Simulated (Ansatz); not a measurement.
TiW in space group Cmmm (No. 65; Ti on 2a, W on 2c) at seven volumes, r²SCAN (plane waves, PAW; program Ansatz), shape and atoms relaxed at each. One row is withheld.

| V (Å³/atom) | P (GPa) |
|---|---|
| 14.561 | 22.70 |
| 15.041 | 14.04 |
| 15.521 | 6.54 |
| 16.001 | 0.01 |
| 16.481 | -5.68 |
| 16.961 | -10.65 |
| 17.441 | ? |

Fit the shown pressures and predict the withheld one.

Third-order Birch–Murnaghan: P = (3/2)B₀(x^(7/2) − x^(5/2))[1 + (3/4)(B′ − 4)(x − 1)] with x = (V₀/V)^(2/3). Least squares on the six rows gives V₀ = 16.001 Å³/atom, B₀ = 203.1 GPa, B′ = 3.61. At V = 17.441, x = 0.9442 and P = -14.97 GPa. The run itself gave -14.96 GPa.

The first step of the workflow began from a Materials Project structure, measured or hypothetical; the Crystallography Open Database copy checked does not list it. With Ti and W taken as one species the cell has the higher symmetry Im-3m, so it may be an ordered model of a mixed-site phase. Whether it is the stable phase at ambient conditions was not checked. The cell was relaxed with r²SCAN under the symmetry of its start; whether a distortion lowers the energy is not shown. No spin polarisation was allowed. Spin–orbit coupling is left out wherever it is not named.

Potentials: the later of the program's two PAW sets.
